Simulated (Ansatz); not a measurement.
Data:

TiTe$_{2}$:
```
TiTe2
1.0
    3.69807     0.00000     0.00000
   -1.84903     3.20262     0.00000
    0.00000     0.00000     6.38254
Ti Te
1 2
Direct
  0.00000   0.00000   0.00000
  0.66667   0.33333   0.27112
  0.33333   0.66667   0.72888
```

This is the PBE+D3(BJ)-relaxed structure.

Problem. All from PBE+D3(BJ) (plane waves, PAW; program Ansatz), unless another level is named. Give the highest zone-centre frequency.

Solution. 283 cm⁻¹.

Problem. And the Poisson's ratio?

Solution. 0.23.

Space group P-3m1 (CdI2 type). The cell was relaxed with PBE+D3(BJ) under the symmetry of its start. No spin polarisation was allowed. As this level gives no gap, phonon frequencies hold no LO–TO term and depend on the k-mesh and smearing (Fermi–Dirac, 0.1 eV here). Spin–orbit coupling is left out wherever it is not named.

Potentials: the later of the program's two PAW sets.
